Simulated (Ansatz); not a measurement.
**Ga4Sb3As (ordering on zincblende): the band gap by level of theory**

All numbers come from Ansatz. No magnetic order. The prototype was imposed, so other structures may be more stable.

Structure: an ordered 8-atom cell of Ga4Sb3As on the zincblende lattice (R3m), at its r2SCAN minimum. Around As lie 4 Ga at 2.46–2.57 Å; around Sb lie 4 Ga at 2.63–2.66 Å; around Sb lie 4 Ga at 2.63–2.65 Å; around Ga lie 3 As at 2.57 Å and 1 Sb at 2.66 Å; around Ga lie 4 Sb at 2.63–2.65 Å; around Ga lie 1 As at 2.46 Å and 3 Sb at 2.63 Å.

Space group R3m:H (No. 160). a = 4.264 Å, b = 4.264 Å, c = 41.668 Å, α = 90.00°, β = 90.00°, γ = 120.00°
```tsv
atom	site	symmetry	x	y	z
As	3a	3m	0.0000	0.0000	0.0001
Sb	3a	3m	0.0000	0.0000	0.2521
Sb	3a	3m	0.3333	0.6667	0.1666
Sb	3a	3m	0.6667	0.3333	0.0811
Ga	3a	3m	0.0000	0.0000	0.3160
Ga	3a	3m	0.3333	0.6667	0.2302
Ga	3a	3m	0.6667	0.3333	0.1446
Ga	3a	3m	0.0000	0.0000	0.0591
```

Relaxed lattice by functional, symmetry kept:
```tsv
functional	k mesh	a (Å)	c (Å)	volume (Å³/atom)
PBE	6×6×6	4.321	42.209	28.44
r2SCAN	6×6×6	4.264	41.668	27.33
```

On this one geometry the levels give:
```tsv
level	k mesh	gap (eV)	kind	edges	least direct gap (eV)
PBE	8×8×8	none (overlap 0.10)	–	–	–
PBE+SOC	8×8×8	none (overlap 0.03)	–	–	–
r2SCAN	8×8×8	none (overlap 0.02)	–	–	–
HSE06	4×4×4	0.08	direct	Γ	0.08
```
All runs use a smearing of 0.02 eV.
Wave cutoffs: 420 eV, 500 eV (r2SCAN).

The HSE06 gap is direct at Γ: 0.08 eV. (This is within a few times the smearing of 0.02 eV, so the filling near the edges can be smeared.) PBE+SOC gives no gap: the lowest nominally empty band dips 0.03 eV below the top of the last filled one (its bottom at T, the top at Γ), so the cell is a metal or semimetal at this level.

The levels disagree on the kind of gap: direct with HSE06; no gap with PBE, PBE+SOC, r2SCAN.

Only the levels marked +SOC include spin-orbit coupling.
